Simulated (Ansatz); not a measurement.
A trial structure of Cd4Se3 was built thus: species swapped into a database cell of Zr3Se4 (Cmmm, No. 65), with Se on the Zr sites and Cd on the Se sites. Its size is a rough estimate.

```xyz
7
Lattice="4.0755 -5.5346 0.0000 4.0755 5.5346 0.0000 0.0000 0.0000 3.8911" Properties=species:S:1:pos:R:3 pbc="T T T"
Cd    4.0755   -2.6107    1.9455
Cd    6.0519    0.0000    0.0000
Cd    4.0755    2.6107    1.9455
Cd    2.0990    0.0000    0.0000
Se    2.0377    2.7673    0.0000
Se    0.0000    0.0000    1.9455
Se    2.0377   -2.7673    0.0000
```

These are results of DFT PBE, scalar-relativistic, plane waves, PAW in Ansatz, not measurements. Cutoff 420 eV, Gaussian smearing, Γ-centred meshes. Cell and atoms relax first on a coarse mesh, the cell is then made exact in the group found at 0.06 to 0.08 Å, and last on a converged mesh; the steps can't lower the symmetry of their start. No spin polarisation.

A guess keeps its type if space group and coordination stay and the shape of the cell changes little (axis ratios within about 15 %, angles within 6°); the volume may change.

Task: Will the relaxed cell still be of the starting type?

Result: It doesn't keep its type. The symmetry stays Cmmm (No. 65). The volume per atom grows by 6.7 %, from 25.1 to 26.7 Å³. The shortest distance goes from 2.77 Å (Cd–Se) to 2.72 Å (Cd–Se). Counting neighbours within 15 % of an atom's shortest distance, the start has Cd 4/5, Se 6 and the end Cd 5, Se 4/6. In detail, at the end around Cd on a site of symmetry m2m lie 5 Se at 2.72–2.76 Å; Cd on a site of symmetry 2mm has 1 Cd at 2.88 Å, 2 Se at 3.01 Å and 2 Se at 3.20 Å; around Se on a site of symmetry 2/m lie 4 Cd at 2.76 Å and 2 Cd at 3.20 Å; 1 more site not described.

```
Cd Se
1.0
     3.68957   -6.35009    0.00000
     3.68957    6.35009    0.00000
     0.00000    0.00000    3.99540
Cd Se
4 3
Cartesian
  3.6896 -3.6269 1.9977
  5.1310 0.0000 0.0000
  3.6896 3.6269 1.9977
  2.2481 0.0000 0.0000
  1.8448 3.1750 0.0000
  0.0000 0.0000 1.9977
  1.8448 -3.1750 0.0000
```

The last run used a 6×6×8 mesh (in the run's order of axes) for its 7-atom cell and Gaussian smearing of 0.10 eV. A structure relaxed within its symmetry needn't be a true minimum. Another cell of the same search, in P1, lies 152 meV/atom lower, so this cell isn't the stable form at this level.

In counts of neighbours, a slash parts the counts of unlike sites.
